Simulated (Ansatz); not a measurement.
LaCu$_{5}$:
```
CELL_PARAMETERS angstrom
      5.15897     0.00000     0.00000
     -2.57948     4.46780     0.00000
      0.00000     0.00000     4.04457
ATOMIC_POSITIONS crystal
  La 0.00000 0.00000 0.00000
  Cu 0.00000 0.50000 0.50000
  Cu 0.50000 0.00000 0.50000
  Cu 0.50000 0.50000 0.50000
  Cu 0.33333 0.66667 0.00000
  Cu 0.66667 0.33333 0.00000
```

Relaxed with r²SCAN. Special points in fractions of this cell's reciprocal vectors: Γ (0.000, 0.000, 0.000); M (0.500, 0.000, 0.000); K (0.333, 0.333, 0.000); A (0.000, 0.000, 0.500); L (0.500, 0.000, 0.500); H (0.333, 0.333, 0.500).

Task: List the band energies nearest the Fermi level at these points for DFT-r²SCAN in the program Ansatz with PAW potentials.

Result: In eV from the Fermi level; about four levels below and three above (degenerate sets whole), none deeper than 8.9 eV; points with the same levels are listed once.

```tsv
k	below	above
Γ	-1.86 -1.86 -1.06 -0.31 -0.31	0.54 0.70 1.37 1.37
M	-2.49 -2.48 -1.86 -1.01	0.02 0.92 1.50
K	-2.41 -2.41 -2.01 -1.86	0.53 1.65 1.65
A	-1.03 -1.03 -0.41 -0.27 -0.27	2.04 2.30 2.30
L	-1.98 -1.93 -1.65 -1.36	0.30 1.13 1.47
H	-2.15 -2.15 -1.16 -1.16 -0.24	0.55 2.13 2.13
```

Space group P6/mmm. The workflow started from a Materials Project entry (that database holds measured and hypothetical structures alike); the Crystallography Open Database copy checked does not list it. Whether it is the stable phase at ambient conditions was not checked. Symmetry was held in the r²SCAN relaxation; its stability against distortions is not shown here. No spin polarisation was allowed. Spin–orbit coupling is left out wherever it is not named.

Potentials: the later of the program's two PAW sets.
